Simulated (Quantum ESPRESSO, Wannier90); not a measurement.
Wannierisation of TlCl (rock salt)

Materials Project entry mp-569639; symmetrised, unrelaxed at this level. Not found in the COD (Crystallography Open Database) copy used, which has the formula in other groups; not checked further. Level: PBEsol, no spin polarisation, no spin-orbit coupling; pw.x of Quantum ESPRESSO at 50 Ry with PseudoDojo potentials, 8×8×8 k-points, Wannier90. Density: 8×8×8 mesh, cold smearing 0.01 Ry. Spin-orbit coupling is left out although heavy elements are present.

The plane-wave run has 20 bands and 20 electrons a cell. On the energy scale of pw.x, whose zero is arbitrary, the valence-band maximum lies at 3.75 eV.

Input w.win, without the blocks of cell, atoms and k-points (512 lines):

```
num_bands = 15
num_wann = 8
exclude_bands = 2-6
num_iter = 800
conv_tol = 1.0e-6
conv_window = 4
dis_num_iter = 1000
dis_conv_tol = 1.0e-6
dis_froz_max = 7.54
write_hr = true
write_u_matrices = true
begin projections
Tl: s;p
end projections
mp_grid = 8 8 8
```

Question: Check the input against the numbers above: what is wrong, and how is it mended?

Answer: wannier90.x -pp stops with:
```
w90_readwrite_get_projections: too few projection functions defined
```
The projections block defines fewer trial orbitals than num_wann. Mended as below, all else unchanged, the run goes through (Ω_I = 11.2 Å²) and follows the plane-wave bands to 2.0 meV rms (states up to 3.3 eV relative to the valence-band maximum).
```
Cl: s;p
```
